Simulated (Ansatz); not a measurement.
The relaxed structure here is a generated cell of HfSiO4: the first start was made by a random draw of sites in a space group, and the end was not matched to a known phase here, so it may be hypothetical.

One stationary structure of HfSiO$_{4}$. Space group Amm2 (No. 38). Method: r2SCAN (plane waves to 500 eV, PAW, scalar-relativistic; Ansatz, a program for electronic structure).

```xyz
6
Lattice="3.5959 0.0000 0.0000 0.0000 3.4448 4.2660 0.0000 -3.4448 4.2660" Properties=species:S:1:pos:R:3 pbc="T T T"
Hf     1.7979     0.0000     5.7639
O      1.7979     2.0892     5.7063
O      1.7979    -2.0892     5.7063
O      1.7979     0.0000     3.7598
O      0.0000     0.0000     6.5466
Si     1.7979     0.0000     2.1934
```

```yaml
volume_per_atom: 17.61 Å³
band_gap: 3.48 eV, direct at Γ (no spin-orbit coupling)
shortest_distances: O–Si 1.55 Å; Hf–O 1.96 Å; O–O 2.69 Å; Hf–Si 3.51 Å
k-mesh: 9×6×6
```

Band energies at high-symmetry points (eV from the VBM; labels of this space group; no spin-orbit coupling), from −5 eV up to 7.7 eV:

| point | energies |
|---|---|
| Γ | -4.99 -4.23 -2.82 -2.42 -2.19 -2.03 -1.67 -1.54 -1.14 -0.78 0.00 3.48 6.47 6.60 7.47 |
| Y | -3.52 -2.86 -2.43 -2.39 -1.90 -1.69 -1.66 -1.56 -1.45 -0.14 4.04 6.61 6.86 |
| C0 | -3.64 -2.86 -2.69 -2.21 -1.99 -1.80 -1.50 -1.47 -1.40 -0.22 4.10 6.47 6.81 |
| Σ0 | -3.64 -2.86 -2.69 -2.21 -1.99 -1.80 -1.50 -1.47 -1.40 -0.22 4.10 6.47 6.81 |
| Z | -4.94 -4.09 -4.01 -2.88 -2.57 -2.17 -2.12 -1.76 -0.48 -0.39 -0.33 4.76 6.21 6.29 6.77 7.41 |
| A0 | -3.87 -3.57 -2.83 -2.59 -2.49 -2.40 -1.93 -1.29 -0.39 -0.29 5.20 6.42 6.42 6.58 |
| E0 | -3.87 -3.57 -2.83 -2.59 -2.49 -2.40 -1.93 -1.29 -0.39 -0.29 5.20 6.42 6.42 6.58 |
| T | -3.75 -3.45 -2.96 -2.59 -2.53 -2.28 -2.06 -1.28 -0.29 -0.29 5.32 6.43 6.47 6.56 |

No spin polarisation in the result.

The run could not lose the symmetry of its start: the end is stationary, and may be a saddle point rather than a minimum.
